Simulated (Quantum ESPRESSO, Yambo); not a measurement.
WO3 (space group Cmcm, No. 63): one geometry, one set of norm-conserving PBEsol (Quantum ESPRESSO, 84 Ry, scalar-relativistic) orbitals, self-energies from Yambo (4×4×2 Γ-centred k mesh, bands 3 to 178 and a 7 Ry block in the screening, 178 bands in G with the Bruneval-Gonze terminator, plasmon pole fitted at 27.2 eV).

```
level                                                        gap (-0.5, -0.5, 0) → Γ (eV)  direct gap at (0, -0.5, 0) (eV)
-----------------------------------------------------------  ----------------------------  -------------------------------
PBEsol (Quantum ESPRESSO)                                                            0.69                             0.78
exchange only (Hartree-Fock self-energy on PBEsol orbitals)                             ?                                ?
static COHSEX@PBEsol                                                                 1.78                             1.97
G0W0@PBEsol, plasmon pole                                                               ?                                ?
```

**Question.** What belongs in the gaps?

**Answer.** 
- exchange only (Hartree-Fock self-energy on PBEsol orbitals), gap (-0.5, -0.5, 0) → Γ (eV): 10.56
- exchange only (Hartree-Fock self-energy on PBEsol orbitals), direct gap at (0, -0.5, 0) (eV): 10.61
- G0W0@PBEsol, plasmon pole, gap (-0.5, -0.5, 0) → Γ (eV): 1.61
- G0W0@PBEsol, plasmon pole, direct gap at (0, -0.5, 0) (eV): 1.72

Bare exchange has no screening and gives the widest gap; static COHSEX screens it but leaves out the frequency dependence, which G0W0 restores.

Nearest settings tried, and what they do to the gap: 119 bands in G: +14 meV; 90 bands in W: +111 meV; 6 Ry block (191 vectors against 245): -12 meV; 2×2×1 mesh: -85 meV. So the settings aren't converged at that level.

Spin-orbit coupling is not included.

Geometry of the Materials Project entry, not relaxed at this level; primitive cell a = b = 3.8748 Å, c = 7.6976 Å, α = β = 90.00°, γ = 90.03°.

The structure is a Materials Project entry; no match was found in the copy of COD used, and its stability was not checked.
